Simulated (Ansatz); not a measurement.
An element in the bcc structure gives these cold pressures by all-electron LAPW under PBE (Ansatz 0.2.0, scalar-relativistic, no spin polarisation).

| V (Å³/atom) | P (GPa) |
| --- | --- |
| 18.11 | 0.00 |
| 16.30 | 22.2 |
| 14.49 | 57.5 |
| 12.68 | 114.9 |
| 10.87 | 222.5 |
| 9.06 | 429.8 |
| 7.25 | 874.0 |

Question: Which element is it?

Answer: Nb. Its zero-pressure volume in this structure is near 18.1 Å³/atom; the volume and the steepness of P(V) together point to it, though neighbours can come close. Neighbours weren't tried against these numbers.
